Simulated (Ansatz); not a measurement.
Given:

CrN:
```xyz
8
Lattice="2.9785 0.0000 0.0000 0.0000 4.1381 0.0000 0.0000 0.0000 5.7615" Properties=species:S:1:pos:R:3 pbc="T T T"
Cr     1.4892     2.0691     4.9604
Cr     0.0000     0.0000     0.8011
Cr     1.4892     2.0691     2.0796
Cr     0.0000     0.0000     3.6818
N      0.0000     2.0691     0.6495
N      1.4892     0.0000     5.1120
N      1.4892     0.0000     2.2312
N      0.0000     2.0691     3.5302
```
The run is spin-polarised.

This is the r²SCAN-relaxed structure.

**Question.** All from plane-wave PAW r²SCAN (Ansatz code), unless another level is named. Estimate the magnetic order.

**Answer.** antiferromagnetic.

**Question.** And the Bader charges?

**Answer.** Cr +1.61, N -1.61 e.

Space group Pmmn. The first step of the workflow began from a Materials Project structure, measured or hypothetical; the Crystallography Open Database copy checked does not list it. COD files the formula under space group No. 225. Its standing as an ambient phase is unchecked. The r²SCAN relaxation kept the symmetry of its start, as lowered by the spin order; its stability against distortions is not shown here. Magnetic state: antiferromagnetic, chosen from 5 collinear starts compared on coarse meshes (ties went to the first, and starts can fall back to one state), not a proven ground state. Other orbital occupations within this spin state were not tried. No Hubbard U is applied.

Potentials: the later of the program's two PAW sets.
